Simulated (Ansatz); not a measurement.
Cu Kα1 powder pattern (kinematic, no thermal factors).
```
2θ (°)  relative intensity
 15.72                   3
 22.34                   4
 23.67                  31
 23.71                 100
 27.43                   6
 32.78                   7
 39.16                  51
 39.21                  50
 40.05                   1
 42.48                   2
 46.28                  15
 46.31                  30
 46.33                  16
 48.52                   1
 52.00                   2
 53.96                   1
 56.62                  17
 62.18                   7
 62.22                   6
 62.27                  13
 64.07                   1
 67.01                   2
 70.94                   7
 71.03                  17
 71.06                   8
 75.96                   1
 76.02                   4
 76.06                   7
 76.09                   7
 79.84                   2
 84.18                   5
 84.30                   5
 89.00                   4
 89.06                   5
 89.13                   5
 89.14                   5
```

The pattern is computed from a structure relaxed with DFT PBE, scalar-relativistic, plane waves, PAW (Ansatz). No spin polarisation. Its elements are Al, In, Sb.

**Question.** Give the structure.

**Answer.** AlIn2Sb3.
Space group P3m1 (No. 156). a = 4.592 Å, b = 4.592 Å, c = 11.265 Å, α = 90.00°, β = 90.00°, γ = 120.00°
| atom | site | symmetry | x | y | z |
| --- | --- | --- | --- | --- | --- |
| Al | 1b | 3m. | 0.3333 | 0.6667 | 0.6670 |
| In | 1a | 3m. | 0.0000 | 0.0000 | 0.9941 |
| In | 1c | 3m. | 0.6667 | 0.3333 | 0.3379 |
| Sb | 1a | 3m. | 0.0000 | 0.0000 | 0.7388 |
| Sb | 1b | 3m. | 0.3333 | 0.6667 | 0.4280 |
| Sb | 1c | 3m. | 0.6667 | 0.3333 | 0.0841 |

A pattern alone doesn't exclude other cells with like lines; this is the one computed.

The structure comes from a generated guess; another structure or a mixture of phases may lie lower.
